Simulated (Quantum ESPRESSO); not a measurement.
Inputs of pw.x and gipaw.x (a modified build of Quantum ESPRESSO, PBE) for Ca₃MgS₄; the starting potential comes from an earlier run on another mesh:

```
&CONTROL
  calculation = 'scf'
  prefix = 'x'
  pseudo_dir = './pseudo'
  outdir = './out'
  tprnfor = .true.
/
&SYSTEM
  ibrav = 0
  nat = 8
  ntyp = 3
  ecutwfc = 40
  ecutrho = 160
  occupations = 'fixed'
  nbnd = 32
/
&ELECTRONS
  conv_thr = 1e-11
  startingpot = 'file'
/
ATOMIC_SPECIES
Mg 24.305 Mg.GGA_PBE-JTH.UPF
S 32.060 S.GGA_PBE-JTH.UPF
Ca 40.078 Ca.GGA_PBE-JTH.UPF
CELL_PARAMETERS angstrom
    5.609753692000     0.000000000000     0.000000000000
    0.000000000000     5.609753692000     0.000000000000
    0.000000000000     0.000000000000     5.609753692000
ATOMIC_POSITIONS crystal
Mg     0.000000000000     0.000000000000     0.000000000000
S      0.500000000000     0.000000000000     0.000000000000
Ca     0.000000000000     0.500000000000     0.500000000000
S      0.500000000000     0.500000000000     0.500000000000
Ca     0.500000000000     0.000000000000     0.500000000000
S      0.000000000000     0.000000000000     0.500000000000
Ca     0.500000000000     0.500000000000     0.000000000000
S      0.000000000000     0.500000000000     0.000000000000
K_POINTS automatic
5 5 5 1 1 1
```

```
&INPUTGIPAW
  job = 'nmr'
  prefix = 'x'
  tmp_dir = './out/'
  restart_mode = 'from_scratch'
  pawproj(1) = .true.
  pawproj(2) = .true.
  pawproj(3) = .true.
  use_nmr_macroscopic_shape = .false.
/
```

The cell was made here from a computed Materials Project entry: one of 4 Ca replaced by Mg, cell and atoms relaxed (PBE without dispersion, pw.x of Quantum ESPRESSO, symmetry kept). The parent is CaS in Fm-3m; whether this form has been observed was not checked. The swapped cell is a model, not a known phase. Stability against distortions was not tested.

Q: Give the final section of the GIPAW output.

A: 
```
     Total NMR chemical shifts in ppm: ---------------------------------------
     (adopting the Simpson convention for anisotropy and asymmetry)-----------

     Atom  1  Mg  pos: (  0.000000  0.000000  0.000000)  Total sigma:         572.36
           572.3595          0.0000          0.0000
             0.0000        572.3595          0.0000
            -0.0000          0.0000        572.3595

     Mg      1    anisotropy:     -0.00    eta:    0.0000

     Atom  2  S   pos: (  0.500000  0.000000  0.000000)  Total sigma:         429.96
           324.5050         -0.0000         -0.0000
            -0.0000        482.6919         -0.0000
            -0.0000         -0.0000        482.6919

     S       2    anisotropy:   -158.19    eta:    0.0000

     Atom  3  Ca  pos: (  0.000000  0.500000  0.500000)  Total sigma:         953.75
           950.0117          0.0000          0.0000
            -0.0000        955.6162          0.0000
            -0.0000         -0.0000        955.6162

     Ca      3    anisotropy:     -5.60    eta:    0.0000

     Atom  4  S   pos: (  0.500000  0.500000  0.500000)  Total sigma:         343.57
           343.5745         -0.0000         -0.0000
            -0.0000        343.5745         -0.0000
             0.0000         -0.0000        343.5745

     S       4    anisotropy:      0.00    eta:    0.0000

     Atom  5  Ca  pos: (  0.500000  0.000000  0.500000)  Total sigma:         953.75
           955.6162          0.0000          0.0000
            -0.0000        950.0117         -0.0000
            -0.0000          0.0000        955.6162

     Ca      5    anisotropy:     -5.60    eta:    0.0000

     Atom  6  S   pos: (  0.000000  0.000000  0.500000)  Total sigma:         429.96
           482.6919         -0.0000         -0.0000
            -0.0000        482.6919         -0.0000
             0.0000          0.0000        324.5050

     S       6    anisotropy:   -158.19    eta:    0.0000

     Atom  7  Ca  pos: (  0.500000  0.500000  0.000000)  Total sigma:         953.75
           955.6162          0.0000          0.0000
            -0.0000        955.6162          0.0000
             0.0000          0.0000        950.0117

     Ca      7    anisotropy:     -5.60    eta:    0.0000

     Atom  8  S   pos: (  0.000000  0.500000  0.000000)  Total sigma:         429.96
           482.6919         -0.0000         -0.0000
            -0.0000        324.5050         -0.0000
             0.0000         -0.0000        482.6919

     S       8    anisotropy:   -158.19    eta:    0.0000
```
The printed anisotropy is 3/2 (σ_33 − σ_iso) in the program's own order; the axes are left out here. Anisotropies that symmetry doesn't fix are less certain than the isotropic values. σ is an absolute shielding without the bulk-susceptibility term: within one crystal shift differences are minus those of σ, between compounds the missing term differs by several ppm. By our sweeps, such settings leave a few ppm in absolute σ. The datasets of Mg, S hold no d projectors, which limits absolute σ on these atoms. PBE places the empty d or f states of Ca too low, which is known to distort σ on and beside such ions. The structure is static (0 K, no zero-point motion).
